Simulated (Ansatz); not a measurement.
# InAg3: elastic constants from stress and strain

```xyz
4
Lattice="4.1440 0.0000 0.0000 0.0000 4.1440 0.0000 0.0000 0.0000 4.1440" Properties=species:S:1:pos:R:3 pbc="T T T"
In    0.0000    0.0000    0.0000
Ag    0.0000    2.0720    2.0720
Ag    2.0720    0.0000    2.0720
Ag    2.0720    2.0720    0.0000
```

Atoms are numbered in the order listed.

Conventional cell: a = 4.144 Å, b = 4.144 Å, c = 4.144 Å, α = 90.00°, β = 90.00°, γ = 90.00°. In (atom 1) has 12 Ag at 2.93 Å as nearest neighbours. Ag (atom 2) has 4 In at 2.93 Å and 8 Ag at 2.93 Å as nearest neighbours.

The cell is COD entry 1510013, as deposited and not checked against the literature; nothing was relaxed.

Spin–orbit coupling is left out, though it moves levels of the heavy atoms by tenths of an eV or more.

Theory: DFT, PBEsol, all-electron LAPW, scalar-relativistic (Ansatz 0.2.0).

Numerical set-up: a Γ-centred 9×9×9 k mesh, Fermi–Dirac smearing of 0.05 eV, basis error target 0.5 meV/atom, no spin polarisation.

The unstrained cell is at -0.30 GPa. Large strains and very small stresses are left out. Each strain is applied once, with fractional coordinates held (clamped ions), and σ below is the change of stress, positive in tension. One finite strain gives stress–strain coefficients at this pressure with an error of the order of the strain times third-order constants, a few per cent for each per cent of strain. In a metal the k mesh adds noise of tens of per cent to soft shears.

Question: Estimate the stiffness probed by this change, and the stress that it gives: equal xy, yz and zx engineering shear strains of -1 %.

Answer: σxy = -0.20 GPa and γxy = 2εxy = -0.0100, so C44 (clamped ions) = σxy/γxy = 20 GPa.

Question: With equal xy, yz and zx engineering shear strains of +1 %, the run gives σxy = 0.20 GPa and γxy = 2εxy = 0.0100. Which stiffness follows?

Answer: C44 (clamped ions) = σxy/γxy = 20 GPa.
